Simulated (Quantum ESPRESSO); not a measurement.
# Where does F sit best among O sites?

Calculated results; nothing here was measured. They come from pw.x of Quantum ESPRESSO 7.5, a plane-wave density functional program, with PseudoDojo standard norm-conserving files (v0.5 for PBE, v0.4.1 for LDA and PBEsol). The cells are made up: elements, strain and atom displacements were drawn at random, and nothing was relaxed. There is no spin polarisation, spin-orbit coupling or dispersion term.

The cell has 12 sites of a fluorite lattice. Sites 1 to 4 hold Si Si Si Ti; sites 5 to 12 hold X X O X O O X O. Cell vectors in Å: (4.751, -0.035, -0.069); (-0.035, 4.734, 0.052); (-0.069, 0.052, 4.720). Settings: PBE, cutoff 1143 eV, 7 x 7 x 7 k mesh shifted by half a step, Fermi-Dirac smearing of 0.1 eV.

In each run one of the sites marked X holds F and the others hold O; cell and positions stay the same. E is the free energy of the cell.

| site of the guest | first shell | mean distance (Å) | E above the lowest (eV) | P (GPa) | force on the guest (eV/Å) |
| --- | --- | --- | --- | --- | --- |
| 5 | Si3Ti | 2.067 | 0.155 | 0.87 | 4.337 |
| 6 | Si3Ti | 2.059 | 0.406 | 1.29 | 1.875 |
| 8 | Si3Ti | 2.076 | 0.000 | 0.77 | 0.472 |
| 11 | Si3Ti | 2.044 | 0.610 | 1.42 | 1.611 |

A rerun of one of these cells at 1437 eV and k mesh 9 x 9 x 9 moved values by no more than 0.002 eV in the cell's energy, 0.10 GPa in stress and 0.006 eV/Å in force.

## Reading the table

Site 8 is lowest, by 0.155 eV, over three times the rerun's bound. A straight line of energy against the mean distance has a slope of -19.6 ± 2.3 eV/Å, so the guest costs less on the roomier sites. The positions are random and not relaxed, so the differences hold for this frozen cell and are not site preferences of a real crystal.